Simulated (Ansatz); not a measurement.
All numbers below come from Ansatz 0.2.0, DFT PBE, scalar-relativistic, plane waves, PAW. All cells share a 420 eV cutoff and Γ-centred k meshes spaced at most about 0.3 Å⁻¹ (about 0.25 or finer for metals, 2π included). No spin polarisation in the final relaxations.

All energies are static (0 K, no zero-point motion).

Compare these two cells of Si₅Sn, each relaxed at this level.

A.

```yaml
crystal:
  lattice:
    - [5.58244, 0.00000, 0.00000]
    - [0.00000, 5.58244, 0.00000]
    - [0.00000, 0.00000, 4.92190]
  atoms:
    - { symbol: Si, position: [0.29936, 0.00000, 0.00000] }
    - { symbol: Si, position: [0.70064, 0.00000, 0.00000] }
    - { symbol: Si, position: [0.00000, 0.29936, 0.00000] }
    - { symbol: Si, position: [0.00000, 0.70064, 0.00000] }
    - { symbol: Si, position: [0.50000, 0.50000, 0.00000] }
    - { symbol: Sn, position: [0.00000, 0.00000, 0.50000] }
```

B.

```yaml
crystal:
  lattice:
    - [4.78786, 0.00000, 0.00000]
    - [-2.39393, 4.14641, 0.00000]
    - [0.00000, 0.00000, 8.05683]
  atoms:
    - { symbol: Si, position: [0.50000, 0.00000, 0.50000] }
    - { symbol: Si, position: [0.00000, 0.50000, 0.50000] }
    - { symbol: Si, position: [0.50000, 0.50000, 0.50000] }
    - { symbol: Si, position: [0.00000, 0.00000, 0.66025] }
    - { symbol: Si, position: [0.00000, 0.00000, 0.33975] }
    - { symbol: Sn, position: [0.00000, 0.00000, 0.00000] }
```

Task: Which form is favoured at zero pressure, and by what margin per atom?

Result: B is lower, by 15 meV/atom. A has space group P4/mmm (No. 123), 25.6 Å³/atom and no gap on its mesh; B has space group P6/mmm (No. 191), 26.7 Å³/atom and no gap. Counting Si atoms around Sn (those within 1.25 times the shortest such distance or 1.15 times the sum of covalent radii; the shortest distance is added where it is long for a bond), A has Sn 8 from 3.0 Å and B has Sn 2. The lower one is the more open, so pressure narrows the difference. Even the lower one lies +0.81 eV/atom against the reference forms of the elements (uncorrected), so neither is stable at this level. In A, Si on a site of symmetry m2m is surrounded by 3 Si at 2.24–2.36 Å, 2 Sn at 2.97 Å and 2 Si at 3.01 Å; around Si on a site of symmetry 4/mmm lie 8 Si at 3.01 Å; Sn has 8 Si at 2.97 Å. In B, Si on a site of symmetry mmm has 4 Si at 2.39 Å and 4 Si at 2.72 Å; Si on a site of symmetry 6mm has 7 Si at 2.58–2.72 Å and 1 Sn at 2.74 Å; around Sn lie 2 Si at 2.74 Å. Both come from invented guesses. A third cell relaxed alike, in P6/mmm, lies 290 meV/atom below the lower of the two.

Cells relaxed within their symmetry can be saddle points.
